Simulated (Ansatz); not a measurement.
Be:
```
Be
1.0
    2.21400     0.00000     0.00000
   -1.10700     1.91738     0.00000
    0.00000     0.00000     3.49944
Be
2
Direct
  0.33333   0.66667   0.75000
  0.66667   0.33333   0.25000
```

Relaxed with PBE+D3(BJ). Special points in fractions of this cell's reciprocal vectors: Γ (0.000, 0.000, 0.000); M (0.500, 0.000, 0.000); K (0.333, 0.333, 0.000); A (0.000, 0.000, 0.500); L (0.500, 0.000, 0.500); H (0.333, 0.333, 0.500).

Task: List the band energies nearest the Fermi level at these points for PBE+D3(BJ) in the plane-wave PAW code Ansatz.

Result: In eV from the Fermi level; about four levels below and three above (degenerate sets whole), none deeper than 8.9 eV; … stands for higher levels left out; points with the same levels are listed once.

```
k              below          above
-  -----------------  -------------
Γ              -4.75         1.22 …
M        -5.27 -3.22    3.73 6.66 …
K  -2.65 -1.03 -1.03              …
A                  –  11.07 11.07 …
L        -3.85 -3.85    1.74 1.74 …
H        -1.23 -1.23    0.29 0.29 …
```

Space group P6_3/mmc (hcp (Mg type)). The PBE+D3(BJ) relaxation kept the symmetry of its start. The pairwise dispersion correction was not fitted to metals.

Potentials: the earlier of the program's two PAW sets.
